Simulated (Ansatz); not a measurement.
**Notes on NaTl**

```
Tl Na
1.0
     0.00000    3.74095    3.74095
     3.74095    0.00000    3.74095
     3.74095    3.74095    0.00000
Tl Na
2 2
Direct
  0.50000 0.50000 0.50000
  0.75000 0.75000 0.75000
  0.00000 0.00000 0.00000
  0.25000 0.25000 0.25000
```

Level: r2SCAN, no spin polarisation; 500 eV; 8×8×8 Γ-centred mesh; fermi-dirac occupations (width 0.1 eV); Ansatz 0.2.0, fixed geometry.

(1) How is the charge shared?

(2) What do density and ELF say about some of the short contacts?

(3) What does the stress say?

(4) Is there a gap?

(5) Is it stable against the elements?

Origin: a database entry at a rescaled volume.

Results:

(1) Bader charges in e: Na +0.78, Tl -0.78. In the mean Na gives up most and Tl takes most.

(2) Tl–Tl at 3.24 Å: least valence density 0.18 e/Å³ and ELF 0.29 there. Na–Na at 3.24 Å: least valence density 0.03 e/Å³ and ELF 0.05 there, so no covalent bond. Tl–Na at 3.24 Å: least valence density 0.06 e/Å³ and ELF 0.03 there. Both are smooth PAW fields, read partly inside the augmentation spheres.

(3) The pressure is 0.1 GPa (compression positive), so with the atoms held at these fractions the cell is close to zero pressure.

(4) It is a metal, with about 0.76 states/eV a cell as the mean within 0.25 eV of the Fermi level, mostly Tl p (80 %).

(5) -0.17 eV an atom against the elements' usual phases (free molecules for gases, crystals otherwise, with no correction for O₂ or N₂), so it is bound against them; other compounds may still compete. Relaxing would lower it.
